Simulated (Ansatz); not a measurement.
A distorted cell of Ge (space group P4_32_12):

```
CELL_PARAMETERS angstrom
      5.87865     0.00000     0.00000
      0.00000     5.87865     0.00000
      0.00000     0.00000     6.89847
ATOMIC_POSITIONS crystal
  Ge 0.09255 0.08146 0.99760
  Ge 0.40745 0.58146 0.75240
  Ge 0.91609 0.90501 0.50240
  Ge 0.58391 0.40501 0.24760
  Ge 0.17778 0.37003 0.25816
  Ge 0.12890 0.67872 0.00276
  Ge 0.83374 0.63010 0.75447
  Ge 0.86883 0.33468 0.50987
  Ge 0.66626 0.13010 0.99553
  Ge 0.63117 0.83468 0.24013
  Ge 0.32222 0.87003 0.49184
  Ge 0.37110 0.17872 0.74724
```

The numbers are results of LDA (plane waves to 420 eV, PAW, scalar-relativistic; Ansatz, a quantum-chemistry and plane-wave program), not measurements. k mesh 5×5×4 (Γ-centred), Fermi-Dirac smearing 0.05 eV. Compression counts positive. Ge was relaxed with its symmetry unable to fall. This is one of several known forms of Ge; the measured ambient cells at hand have space group No. 227.

Predict the force on every atom, in eV/Å.


| atom | Fx | Fy | Fz |
|---|---|---|---|
| Ge1 | -0.463 | 0.859 | 0.311 |
| Ge2 | 0.463 | 0.859 | -0.311 |
| Ge3 | -0.545 | 0.734 | -0.348 |
| Ge4 | 0.545 | 0.734 | 0.348 |
| Ge5 | -0.708 | -0.011 | -0.203 |
| Ge6 | 0.145 | -0.839 | 0.470 |
| Ge7 | -0.640 | -0.002 | 0.299 |
| Ge8 | 0.124 | -0.740 | -0.500 |
| Ge9 | 0.640 | -0.002 | -0.299 |
| Ge10 | -0.124 | -0.740 | 0.500 |
| Ge11 | 0.708 | -0.011 | 0.203 |
| Ge12 | -0.145 | -0.839 | -0.470 |

Give the stress tensor in GPa and the pressure.


```
   0.31     0.00    -0.51
   0.00     0.64     0.00
  -0.51     0.00     0.23
```
The pressure, a third of the trace, is 0.39 GPa.

(A displaced cell: forces are minus the slopes of the energy, force constants its curvatures, and phonons follow from these.)
